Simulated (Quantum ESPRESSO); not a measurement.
**Band energies of Sb2Te3 monolayer**

```
CELL_PARAMETERS angstrom
      4.23358     0.00000     0.00000
     -2.11679     3.66639     0.00000
      0.00000     0.00000    23.70000
ATOMIC_POSITIONS crystal
  Sb 0.33333 0.66667 0.91725
  Sb 0.66667 0.33333 0.08275
  Te 0.66667 0.33333 0.84561
  Te 0.00000 0.00000 0.00000
  Te 0.33333 0.66667 0.15439
```

norm-conserving PBEsol (Quantum ESPRESSO, 82 Ry, no spin-orbit coupling); path ΓMKΓ; energies in eV from the valence-band maximum.

| k (1/Å) | point | band 35 | band 36 | band 37 | band 38 | band 39 | band 40 | band 41 | band 42 |
|---|---|---|---|---|---|---|---|---|---|
| 0.00 | Γ | -1.34 | -1.03 | -0.76 | -0.76 | -0.36 | 0.68 | 1.07 | 1.07 |
| 0.21 |  | -1.69 | -1.56 | -0.67 | -0.27 | -0.22 | 1.02 | 1.31 | 1.58 |
| 0.43 |  | -2.03 | -1.76 | -1.31 | -0.76 | -0.09 | 1.12 | 1.67 | 2.13 |
| 0.64 |  | -2.40 | -2.18 | -1.44 | -0.94 | -0.66 | 1.19 | 1.77 | 1.88 |
| 0.86 | M | -2.54 | -2.26 | -1.45 | -1.02 | -0.87 | 1.09 | 1.78 | 1.80 |
| 1.10 |  | -2.83 | -2.66 | -1.46 | -0.98 | -0.46 | 1.48 | 1.78 | 2.10 |
| 1.35 | K | -2.86 | -2.86 | -1.74 | -0.63 | -0.63 | 1.49 | 2.24 | 2.24 |
| 1.49 |  | -3.20 | -2.61 | -1.55 | -0.79 | -0.54 | 1.63 | 1.99 | 2.20 |
| 1.63 |  | -3.16 | -2.41 | -1.24 | -0.85 | -0.49 | 1.72 | 1.80 | 2.09 |
| 1.78 |  | -2.87 | -2.19 | -1.11 | -0.63 | -0.43 | 1.59 | 1.75 | 2.02 |
| 1.92 |  | -2.34 | -1.78 | -1.20 | -0.31 | -0.23 | 1.21 | 1.79 | 2.00 |
| 2.06 |  | -1.83 | -1.42 | -1.14 | -0.19 | -0.03 | 0.96 | 1.56 | 1.73 |
| 2.20 |  | -1.58 | -1.17 | -0.83 | -0.48 | -0.01 | 0.97 | 0.97 | 1.34 |
| 2.34 | Γ | -1.34 | -1.03 | -0.76 | -0.76 | -0.36 | 0.68 | 1.07 | 1.07 |

The PBEsol gap is 0.68 eV; at least one edge lies off the plotted path, at a point of the SCF mesh. The smallest direct gap is 0.83 eV. The valence-band maximum lies 4.93 eV below the vacuum level.

Without spin-orbit coupling, band edges of such heavy elements can be off by tenths of an eV.

Geometry relaxed with PBEsol.

This is a model layer cut from the bulk structure; whether it is stable on its own was not checked.
